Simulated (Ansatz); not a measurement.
**CrO₂: is the k mesh converged?**

CrO₂ in a ferromagnetic state, in a typed cell, not relaxed.

```yaml
# lattice in Å, fractional positions
crystal:
  lattice:
    - [4.42000, 0.00000, 0.00000]
    - [0.00000, 4.42000, 0.00000]
    - [0.00000, 0.00000, 2.92000]
  atoms:
    - { symbol: Cr, position: [0.00000, 0.00000, 0.00000] }
    - { symbol: Cr, position: [0.50000, 0.50000, 0.50000] }
    - { symbol: O, position: [0.30300, 0.30300, 0.00000] }
    - { symbol: O, position: [0.69700, 0.69700, 0.00000] }
    - { symbol: O, position: [0.80300, 0.19700, 0.50000] }
    - { symbol: O, position: [0.19700, 0.80300, 0.50000] }
```

Computed with Ansatz (plane-wave DFT, scalar-relativistic): PBE; Ansatz hand-made PAW at 930 eV; k mesh 4×4×6; Fermi–Dirac smearing of 0.1 eV; collinear spin from start moments 2.0, 2.0, 0.0, 0.0, 0.0, 0.0 μB (atoms as listed). Harmonic phonons by finite displacements, frequencies in cm⁻¹, imaginary ones marked i; at Γ the three translations are left out and no LO–TO term is added.

Caveats: coarse k mesh.

At 9.51 Å³ an atom it gives top Γ mode (cm⁻¹) 684; lowest Γ mode (cm⁻¹) 157.

Question: Repeat on 7×7×11. Do the numbers hold?

Answer: 
| k mesh | cutoff (eV) | volume (Å³/atom) | top Γ mode (cm⁻¹) | lowest Γ mode (cm⁻¹) |
| --- | --- | --- | --- | --- |
| 7×7×11 | 930 | 9.51 | 685 | 158 |

Yes: these numbers hold within 1 %, and no mode moves by more than 4 cm⁻¹.
